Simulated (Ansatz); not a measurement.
Pd:
```xyz
1
Lattice="0.0000 1.9195 1.9195 1.9195 0.0000 1.9195 1.9195 1.9195 0.0000" Properties=species:S:1:pos:R:3 pbc="T T T"
Pd     0.0000     0.0000     0.0000
```

Relaxed with LDA. Special points in fractions of this cell's reciprocal vectors: Γ (0.000, 0.000, 0.000); X (0.500, 0.000, 0.500); U (0.625, 0.250, 0.625); K (0.375, 0.375, 0.750); L (0.500, 0.500, 0.500); W (0.500, 0.250, 0.750).

### Question
List the band energies nearest the Fermi level at these points for LDA in the plane-wave PAW code Ansatz.

### Answer
In eV from the Fermi level; about four levels below and three above (degenerate sets whole), none deeper than 8.9 eV; … stands for higher levels left out; points with the same levels are listed once.

| k | below | above |
|---|---|---|
| Γ | -7.60 -3.07 -3.07 -3.07 | … |
| X | -5.80 -5.50 -0.04 | 0.32 0.32 … |
| U | -4.48 -2.16 -1.03 -0.18 | … |
| L | -3.12 -3.12 -0.02 -0.02 | … |
| W | -4.66 -3.66 -3.66 -1.44 | 0.32 … |

Space group Fm-3m (fcc (Cu type)). The cell was relaxed with LDA under the symmetry of its start. The run is not spin-polarised. Scalar-relativistic: spin–orbit coupling is off unless named, which matters more the heavier the elements.

Potentials: the later of the program's two PAW sets.
